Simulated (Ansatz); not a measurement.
KI:
```cif
data_IK
_chemical_formula_sum 'K1 I1'
_space_group_name_H-M_alt 'P 1'
_space_group_IT_number 1
_cell_length_a 5.07868
_cell_length_b 5.07868
_cell_length_c 5.07868
_cell_angle_alpha 60.000
_cell_angle_beta 60.000
_cell_angle_gamma 60.000
loop_
_space_group_symop_operation_xyz
  'x, y, z'
loop_
_atom_site_label
_atom_site_type_symbol
_atom_site_fract_x
_atom_site_fract_y
_atom_site_fract_z
_atom_site_occupancy
K1 K 0.00000 0.00000 0.00000 1
I1 I 0.50000 0.50000 0.50000 1
```

This is the PBE-relaxed structure.

Task: All from plane-wave PAW PBE (Ansatz code), unless another level is named. Estimate the formation energy from the elements (no fitted shifts).

Result: -145 kJ/mol of atoms.

Task: Next, the band gap?

Result: 3.86 eV (direct).

Task: Predict the valence-band maximum.

Result: at Γ.

Space group Fm-3m (rock salt). The cell was relaxed with PBE under the symmetry of its start. The references are the lowest solids computed at this level, not always the standard phases. Spin–orbit coupling is left out wherever it is not named.

Potentials: the later of the program's two PAW sets.
